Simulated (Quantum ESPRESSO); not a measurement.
GaAl7N8, one run as intended and one with a planted mistake

A calculation, not a measurement. The program is pw.x of Quantum ESPRESSO 7.5 (plane-wave density functional theory). The cell is made up: 16 atoms on a doubled zincblende/diamond lattice, with randomly drawn elements, strain and displacements, not relaxed. PseudoDojo standard norm-conserving files (v0.5 for PBE, v0.4.1 for LDA and PBEsol) set the functional; there is no spin polarisation, spin-orbit coupling or dispersion term, and the masses in the input are unused placeholders.

Intended input:

```
&control calculation='scf', pseudo_dir='./dojo.nc.sr.pbe.v0_5.standard.upf', outdir='./o', disk_io='medium', tprnfor=.true., tstress=.true. /
&system ibrav=0, nat=16, ntyp=3, nbnd=43, ecutwfc=84.00895049, nosym=.true., tot_charge=0,
 occupations='smearing', smearing='fd', degauss=0.0018374661
/
&electrons conv_thr=7.350e-09, electron_maxstep=60, /
ATOMIC_SPECIES
Al 1.0 Al.upf
Ga 1.0 Ga.upf
N 1.0 N.upf
CELL_PARAMETERS angstrom
4.3897 -0.0176 -0.0334
-0.0176 4.3474 0.0327
-0.0669 0.0655 8.5725
ATOMIC_POSITIONS angstrom
Ga 0.026 0.0097 0.0209
Al 0.0413 2.2405 2.1502
Al 2.174 -0.0513 2.1308
Al 2.2092 2.1441 -0.0706
Al -0.0148 0.0312 4.3364
Al -0.0791 2.2065 6.4421
Al 2.1642 0.013 6.4104
Al 2.191 2.1557 4.3249
N 1.1951 1.1136 1.0923
N 1.0553 3.3252 3.1673
N 3.2739 1.0989 3.2009
N 3.3021 3.2372 1.0558
N 1.1108 1.0558 5.4165
N 1.0049 3.2882 7.497
N 3.2364 1.1418 7.4595
N 3.2242 3.2661 5.3173
K_POINTS automatic
5 5 3 1 1 1
```

The log is shortened where brackets say so; the opening notice, blank lines, dates and the lines on written files are dropped, and the path of the files is cut. It prints rydbergs, bohrs and kilobars, and counts compression as positive stress. Where no state is partly filled, the Fermi energy that it prints is only some level between the filled and the empty states on the mesh, and need not lie in the true gap.

Log of the intended run:

```
     Program PWSCF v.7.5
     Parallel version (MPI & OpenMP), running on       1 processor cores
     Number of MPI processes:                 1
     Threads/MPI process:                     1
     [start-up lines left out]
     bravais-lattice index     =            0
     lattice parameter (alat)  =       8.2956  a.u.
     unit-cell volume          =    1103.8522 (a.u.)^3
     number of atoms/cell      =           16
     number of atomic types    =            3
     number of electrons       =        74.00
     number of Kohn-Sham states=           43
     kinetic-energy cutoff     =      84.0090  Ry
     charge density cutoff     =     336.0358  Ry
     scf convergence threshold =      7.3E-09
     mixing beta               =       0.7000
     number of iterations used =            8  plain     mixing
     Exchange-correlation= PBE
                           (   1   4   3   4   0   0   0)
     [axes and pseudopotential details left out]
   Cartesian axes
     site n.     atom                  positions (alat units)
         1        Ga     tau(   1) = (   0.0059227   0.0022096   0.0047610  )
         2        Al     tau(   2) = (   0.0094080   0.5103805   0.4898103  )
         3        Al     tau(   3) = (   0.4952319  -0.0116860   0.4853911  )
         4        Al     tau(   4) = (   0.5032504   0.4884208  -0.0160825  )
         5        Al     tau(   5) = (  -0.0033714   0.0071073   0.9878214  )
         6        Al     tau(   6) = (  -0.0180188   0.5026354   1.4674948  )
         7        Al     tau(   7) = (   0.4929995   0.0029614   1.4602736  )
         8        Al     tau(   8) = (   0.4991045   0.4910632   0.9852017  )
         9        N      tau(   9) = (   0.2722409   0.2536754   0.2488233  )
        10        N      tau(  10) = (   0.2403948   0.7574725   0.7215033  )
        11        N      tau(  11) = (   0.7457865   0.2503268   0.7291573  )
        12        N      tau(  12) = (   0.7522104   0.7374263   0.2405087  )
        13        N      tau(  13) = (   0.2530375   0.2405087   1.2338656  )
        14        N      tau(  14) = (   0.2289138   0.7490440   1.7077984  )
        15        N      tau(  15) = (   0.7372441   0.2600993   1.6992560  )
        16        N      tau(  16) = (   0.7344649   0.7440097   1.2112680  )
     number of k points=    38  Fermi-Dirac smearing, width (Ry)=  0.0018
                       cart. coord. in units 2pi/alat
        k(    1) = (   0.1010571   0.1007437   0.0853667), wk =   0.0533333
        k(    2) = (   0.0984696   0.1033014  -0.2560641), wk =   0.0533333
     [further k points left out]
     Dense  grid:   114747 G-vectors     FFT dimensions: (  50,  48,  96)
     Estimated max dynamical RAM per process >     168.07 MB
     Initial potential from superposition of free atoms
     starting charge      73.9801, renormalised to      74.0000
     Starting wfcs are   69 randomized atomic wfcs
     total cpu time spent up to now is       26.4 secs
     per-process dynamical memory:   110.8 Mb
     Self-consistent Calculation
     iteration #  1     ecut=    84.01 Ry     beta= 0.70
     Davidson diagonalization with overlap
     ethr =  1.00E-02,  avg # of iterations =  3.0
     total cpu time spent up to now is       77.9 secs
     total energy              =    -350.73096185 Ry
     estimated scf accuracy    <       4.88166694 Ry
     iteration #  2     ecut=    84.01 Ry     beta= 0.70
     Davidson diagonalization with overlap
     ethr =  6.60E-03,  avg # of iterations =  2.0
     total cpu time spent up to now is      117.4 secs
     total energy              =    -352.30223282 Ry
     estimated scf accuracy    <       3.02334349 Ry
     [iterations 3 to 12 left out]
     iteration # 13     ecut=    84.01 Ry     beta= 0.70
     Davidson diagonalization with overlap
     ethr =  1.22E-11,  avg # of iterations =  5.5
     total cpu time spent up to now is      654.3 secs
     total energy              =    -352.78752734 Ry
     estimated scf accuracy    <       0.00000003 Ry
     iteration # 14     ecut=    84.01 Ry     beta= 0.70
     Davidson diagonalization with overlap
     ethr =  1.22E-11,  avg # of iterations =  2.0
     total cpu time spent up to now is      703.5 secs
     End of self-consistent calculation
     [lines on levels left out]
     the Fermi energy is    10.1237 ev
!    total energy              =    -352.78752734 Ry
     estimated scf accuracy    <          5.9E-09 Ry
     smearing contrib. (-TS)   =       0.00000000 Ry
     internal energy E=F+TS    =    -352.78752734 Ry
     The total energy is F=E-TS. E is the sum of the following terms:
     one-electron contribution =    -113.35748722 Ry
     hartree contribution      =     110.49252149 Ry
     xc contribution           =    -107.96097169 Ry
     ewald contribution        =    -241.96158992 Ry
     convergence has been achieved in  14 iterations
     Forces acting on atoms (cartesian axes, Ry/au):
     atom    1 type  2   force =     0.01850390    0.01228807    0.00058740
     atom    2 type  1   force =    -0.03327490   -0.06540306   -0.00861858
     atom    3 type  1   force =     0.06702610    0.04633037   -0.01826539
     atom    4 type  1   force =     0.00652761    0.01388355    0.04234845
     atom    5 type  1   force =     0.00351629    0.00065562   -0.05464573
     atom    6 type  1   force =     0.03122937   -0.00364436   -0.01558610
     atom    7 type  1   force =     0.01854266   -0.02974176    0.02622843
     atom    8 type  1   force =    -0.03406113   -0.00225372   -0.06074817
     atom    9 type  3   force =    -0.03299256    0.01780914   -0.00150905
     atom   10 type  3   force =     0.00208721   -0.03388420    0.10379168
     atom   11 type  3   force =     0.01782656    0.00074597    0.00527335
     atom   12 type  3   force =    -0.04646580   -0.01859606    0.01338604
     atom   13 type  3   force =    -0.05230068    0.06103373   -0.03365946
     atom   14 type  3   force =     0.03444186   -0.00727861   -0.02226457
     atom   15 type  3   force =    -0.02136133   -0.00521634   -0.02052754
     atom   16 type  3   force =     0.02075484    0.01327167    0.04420923
     Total force =     0.234765     Total SCF correction =     0.000031
     Computing stress (Cartesian axis) and pressure
          total   stress  (Ry/bohr**3)                   (kbar)     P=      124.69
   0.00075496   0.00021685   0.00022327          111.06       31.90       32.84
   0.00021685   0.00085596  -0.00028572           31.90      125.92      -42.03
   0.00022327  -0.00028572   0.00093187           32.84      -42.03      137.08
     init_run     :     25.16s CPU     26.27s WALL (       1 calls)
     electrons    :    639.91s CPU    677.08s WALL (       1 calls)
     forces       :     12.02s CPU     12.15s WALL (       1 calls)
     stress       :     41.33s CPU     42.86s WALL (       1 calls)
     [timing details left out]
     PWSCF        :  11m58.78s CPU  12m40.01s WALL
     JOB DONE.
```

A second run has one planted mistake: the k-point mesh is too coarse. The input lines that differ, file-writing options aside:

```
- 5 5 3 1 1 1
+ 1 1 1 1 1 1
```

Its log:

```
     Program PWSCF v.7.5
     Parallel version (MPI & OpenMP), running on       1 processor cores
     Number of MPI processes:                 1
     Threads/MPI process:                     1
     [start-up lines left out]
     bravais-lattice index     =            0
     lattice parameter (alat)  =       8.2956  a.u.
     unit-cell volume          =    1103.8522 (a.u.)^3
     number of atoms/cell      =           16
     number of atomic types    =            3
     number of electrons       =        74.00
     number of Kohn-Sham states=           43
     kinetic-energy cutoff     =      84.0090  Ry
     charge density cutoff     =     336.0358  Ry
     scf convergence threshold =      7.3E-09
     mixing beta               =       0.7000
     number of iterations used =            8  plain     mixing
     Exchange-correlation= PBE
                           (   1   4   3   4   0   0   0)
     [axes and pseudopotential details left out]
   Cartesian axes
     site n.     atom                  positions (alat units)
         1        Ga     tau(   1) = (   0.0059227   0.0022096   0.0047610  )
         2        Al     tau(   2) = (   0.0094080   0.5103805   0.4898103  )
         3        Al     tau(   3) = (   0.4952319  -0.0116860   0.4853911  )
         4        Al     tau(   4) = (   0.5032504   0.4884208  -0.0160825  )
         5        Al     tau(   5) = (  -0.0033714   0.0071073   0.9878214  )
         6        Al     tau(   6) = (  -0.0180188   0.5026354   1.4674948  )
         7        Al     tau(   7) = (   0.4929995   0.0029614   1.4602736  )
         8        Al     tau(   8) = (   0.4991045   0.4910632   0.9852017  )
         9        N      tau(   9) = (   0.2722409   0.2536754   0.2488233  )
        10        N      tau(  10) = (   0.2403948   0.7574725   0.7215033  )
        11        N      tau(  11) = (   0.7457865   0.2503268   0.7291573  )
        12        N      tau(  12) = (   0.7522104   0.7374263   0.2405087  )
        13        N      tau(  13) = (   0.2530375   0.2405087   1.2338656  )
        14        N      tau(  14) = (   0.2289138   0.7490440   1.7077984  )
        15        N      tau(  15) = (   0.7372441   0.2600993   1.6992560  )
        16        N      tau(  16) = (   0.7344649   0.7440097   1.2112680  )
     number of k points=     1  Fermi-Dirac smearing, width (Ry)=  0.0018
                       cart. coord. in units 2pi/alat
        k(    1) = (  -0.5039920  -0.5049976  -0.2561179), wk =   2.0000000
     Dense  grid:   114747 G-vectors     FFT dimensions: (  50,  48,  96)
     Estimated max dynamical RAM per process >     168.07 MB
     Initial potential from superposition of free atoms
     starting charge      73.9801, renormalised to      74.0000
     Starting wfcs are   69 randomized atomic wfcs
     total cpu time spent up to now is        2.0 secs
     per-process dynamical memory:   108.8 Mb
     Self-consistent Calculation
     iteration #  1     ecut=    84.01 Ry     beta= 0.70
     Davidson diagonalization with overlap
     ethr =  1.00E-02,  avg # of iterations =  3.0
     total cpu time spent up to now is        3.3 secs
     total energy              =    -350.48787365 Ry
     estimated scf accuracy    <       5.17027621 Ry
     iteration #  2     ecut=    84.01 Ry     beta= 0.70
     Davidson diagonalization with overlap
     ethr =  6.99E-03,  avg # of iterations =  2.0
     total cpu time spent up to now is        4.3 secs
     total energy              =    -352.17967688 Ry
     estimated scf accuracy    <       2.76202841 Ry
     [iterations 3 to 12 left out]
     iteration # 13     ecut=    84.01 Ry     beta= 0.70
     Davidson diagonalization with overlap
     ethr =  2.88E-11,  avg # of iterations =  3.0
     total cpu time spent up to now is       15.9 secs
     total energy              =    -352.62064442 Ry
     estimated scf accuracy    <       0.00000002 Ry
     iteration # 14     ecut=    84.01 Ry     beta= 0.70
     Davidson diagonalization with overlap
     ethr =  2.28E-11,  avg # of iterations =  2.0
     total cpu time spent up to now is       16.8 secs
     End of self-consistent calculation
     [lines on levels left out]
     the Fermi energy is    10.5025 ev
!    total energy              =    -352.62064443 Ry
     estimated scf accuracy    <          5.1E-10 Ry
     smearing contrib. (-TS)   =       0.00000000 Ry
     internal energy E=F+TS    =    -352.62064443 Ry
     The total energy is F=E-TS. E is the sum of the following terms:
     one-electron contribution =    -113.76861337 Ry
     hartree contribution      =     111.28660962 Ry
     xc contribution           =    -108.17705076 Ry
     ewald contribution        =    -241.96158992 Ry
     convergence has been achieved in  14 iterations
     Forces acting on atoms (cartesian axes, Ry/au):
     atom    1 type  2   force =     0.01844919    0.01333987    0.00512999
     atom    2 type  1   force =    -0.03301171   -0.06499473   -0.00873129
     atom    3 type  1   force =     0.06625028    0.04782087   -0.01758239
     atom    4 type  1   force =     0.00769533    0.01330936    0.04430476
     atom    5 type  1   force =     0.00294415   -0.00024576   -0.05727140
     atom    6 type  1   force =     0.03242375   -0.00362719   -0.00983666
     atom    7 type  1   force =     0.01706162   -0.02913176    0.02699593
     atom    8 type  1   force =    -0.03364023   -0.00074523   -0.06224257
     atom    9 type  3   force =    -0.03709631    0.01518583    0.00475326
     atom   10 type  3   force =     0.00377978   -0.03608469    0.09721868
     atom   11 type  3   force =     0.01742970    0.00187330    0.00840997
     atom   12 type  3   force =    -0.04237857   -0.01657193    0.01847609
     atom   13 type  3   force =    -0.05462286    0.06215001   -0.03279398
     atom   14 type  3   force =     0.03656193   -0.00873336   -0.02896948
     atom   15 type  3   force =    -0.02419095   -0.00482187   -0.02846696
     atom   16 type  3   force =     0.02234489    0.01127728    0.04060607
     Total force =     0.235583     Total SCF correction =     0.000069
     Computing stress (Cartesian axis) and pressure
          total   stress  (Ry/bohr**3)                   (kbar)     P=      128.34
   0.00044146   0.00022003   0.00022224           64.94       32.37       32.69
   0.00022003   0.00042262  -0.00028562           32.37       62.17      -42.02
   0.00022224  -0.00028562   0.00175321           32.69      -42.02      257.91
     init_run     :      1.85s CPU      1.93s WALL (       1 calls)
     electrons    :     14.06s CPU     14.79s WALL (       1 calls)
     forces       :      0.50s CPU      0.53s WALL (       1 calls)
     stress       :      1.18s CPU      1.25s WALL (       1 calls)
     [timing details left out]
     PWSCF        :     17.69s CPU     18.63s WALL
     JOB DONE.
```

|  | intended run | run with the mistake |
| --- | --- | --- |
| free energy (eV) | -4799.919 | -4797.648 |
| smearing term -TS (eV) | 0.0000 | 0.0000 |
| pressure (GPa) | 12.47 | 12.83 |
| largest force component (eV/Å) | 2.669 | 2.500 |
| largest change of a force component (eV/Å) |  | 0.204 |
| iterations | 14 | 14 |

For scale, a rerun of the intended cell at a cutoff of 1437 eV and k mesh 7 x 7 x 5 moved values by no more than 0.006 eV in energy, 0.03 GPa in stress and 0.002 eV/Å in force.